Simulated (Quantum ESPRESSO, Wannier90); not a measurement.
Wannier functions of Rb2Te (anti-fluorite)

Cell from Materials Project (mp-441), symmetrised, no further relaxation. Not found in the COD (Crystallography Open Database) copy used; not checked further. Level: PBEsol, spinors with spin-orbit coupling; pw.x of Quantum ESPRESSO at 64 Ry with PseudoDojo potentials, 6×6×6 k-points, Wannier90. Density: 6×6×6 mesh, cold smearing 0.01 Ry.

```
begin unit_cell_cart
ang
    0.0000000000    4.2811050000    4.2811050000
    4.2811050000    0.0000000000    4.2811050000
    4.2811050000    4.2811050000    0.0000000000
end unit_cell_cart
mp_grid = 6 6 6
```

Task: Which shells of neighbouring k-points and which b-vectors and weights does Wannier90 pick for this cell and mesh?

Result: 
```
 *---------------------------------- K-MESH ----------------------------------*
 +----------------------------------------------------------------------------+
 |                    Distance to Nearest-Neighbour Shells                    |
 |                    ------------------------------------                    |
 |          Shell             Distance (Ang^-1)          Multiplicity         |
 |          -----             -----------------          ------------         |
 |             1                   0.211838                      8            |
 |             2                   0.244609                      6            |
 |             3                   0.345930                     12            |
 |             4                   0.405638                     24            |
 |             5                   0.423676                      8            |
 |             6                   0.489218                      6            |
 |             7                   0.533113                     24            |
 |             8                   0.546963                     24            |
       ... (lines left out)
 +----------------------------------------------------------------------------+
 | The b-vectors are chosen automatically                                     |
 | The following shells are used:                       1                     |
 +----------------------------------------------------------------------------+
 |                        Shell   # Nearest-Neighbours                        |
 |                        -----   --------------------                        |
 |                          1               8                                 |
 +----------------------------------------------------------------------------+
 | Completeness relation is fully satisfied [Eq. (B1), PRB 56, 12847 (1997)]  |
 +----------------------------------------------------------------------------+
 |                  b_k Vectors (Ang^-1) and Weights (Ang^2)                  |
 |                  ----------------------------------------                  |
 |            No.         b_k(x)      b_k(y)      b_k(z)        w_b           |
 |            ---        --------------------------------     --------        |
 |             1         0.122305    0.122305   -0.122305     8.356502        |
 |             2         0.122305   -0.122305    0.122305     8.356502        |
 |             3        -0.122305    0.122305    0.122305     8.356502        |
 |             4         0.122305    0.122305    0.122305     8.356502        |
 |             5        -0.122305   -0.122305    0.122305     8.356502        |
 |             6        -0.122305    0.122305   -0.122305     8.356502        |
 |             7         0.122305   -0.122305   -0.122305     8.356502        |
 |             8        -0.122305   -0.122305   -0.122305     8.356502        |
```
